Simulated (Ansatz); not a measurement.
# Profile along the Ti–Au line in TiAu (CsCl type)

TiAu (CsCl type)

```
CELL_PARAMETERS angstrom
      3.21804     0.00000     0.00000
      0.00000     3.21804     0.00000
      0.00000     0.00000     3.21804
ATOMIC_POSITIONS crystal
  Ti 0.50000 0.50000 0.50000
  Au 0.00000 0.00000 0.00000
```

Fields along a shortest Ti–Au line of a {110} plane (2.79 Å), from Ti to Au, interpolated on the slice's grid (step about 0.2 Å). Calculation: PBEsol (plane waves to 420 eV, PAW, scalar-relativistic; Ansatz, a first-principles code). k mesh 14×14×14. These are valence fields of a PAW run, semicore shells included where kept as valence: close to a nucleus they are smooth pseudo fields. Spin-orbit coupling is left out, though Au is heavy. TiAu is run without spin polarisation. TiAu was relaxed with its symmetry unable to fall.

```json
[
 {"distance from Ti (Å)": "0.00", "valence electron density (e/Å³)": "10.17", "electron localisation function": "x"},
 {"distance from Ti (Å)": "0.14", "valence electron density (e/Å³)": "9.98", "electron localisation function": "x"},
 {"distance from Ti (Å)": "0.28", "valence electron density (e/Å³)": "9.00", "electron localisation function": "x"},
 {"distance from Ti (Å)": "0.42", "valence electron density (e/Å³)": "6.93", "electron localisation function": "x"},
 {"distance from Ti (Å)": "0.56", "valence electron density (e/Å³)": "4.29", "electron localisation function": "0.65"},
 {"distance from Ti (Å)": "0.70", "valence electron density (e/Å³)": "2.06", "electron localisation function": "0.57"},
 {"distance from Ti (Å)": "0.84", "valence electron density (e/Å³)": "0.83", "electron localisation function": "0.34"},
 {"distance from Ti (Å)": "0.98", "valence electron density (e/Å³)": "0.40", "electron localisation function": "0.15"},
 {"distance from Ti (Å)": "1.12", "valence electron density (e/Å³)": "0.28", "electron localisation function": "0.12"},
 {"distance from Ti (Å)": "1.26", "valence electron density (e/Å³)": "0.26", "electron localisation function": "0.21"},
 {"distance from Ti (Å)": "1.40", "valence electron density (e/Å³)": "0.29", "electron localisation function": "0.32"},
 {"distance from Ti (Å)": "1.53", "valence electron density (e/Å³)": "0.38", "electron localisation function": "0.35"},
 {"distance from Ti (Å)": "1.67", "valence electron density (e/Å³)": "0.56", "electron localisation function": "0.34"},
 {"distance from Ti (Å)": "1.81", "valence electron density (e/Å³)": "0.92", "electron localisation function": "0.36"},
 {"distance from Ti (Å)": "1.95", "valence electron density (e/Å³)": "1.88", "electron localisation function": "0.42"},
 {"distance from Ti (Å)": "2.09", "valence electron density (e/Å³)": "3.80", "electron localisation function": "0.49"},
 {"distance from Ti (Å)": "2.23", "valence electron density (e/Å³)": "6.22", "electron localisation function": "0.55"},
 {"distance from Ti (Å)": "2.37", "valence electron density (e/Å³)": "9.01", "electron localisation function": "x"},
 {"distance from Ti (Å)": "2.51", "valence electron density (e/Å³)": "11.89", "electron localisation function": "x"},
 {"distance from Ti (Å)": "2.65", "valence electron density (e/Å³)": "14.18", "electron localisation function": "x"},
 {"distance from Ti (Å)": "2.79", "valence electron density (e/Å³)": "14.70", "electron localisation function": "x"}
]
```

x: too close to a nucleus for the ELF to mean much.

Density on the Ti–Au line (2.79 Å) at its density minimum, 1.3 Å from Ti: 0.26 e/Å³. ELF at that point: 0.2.
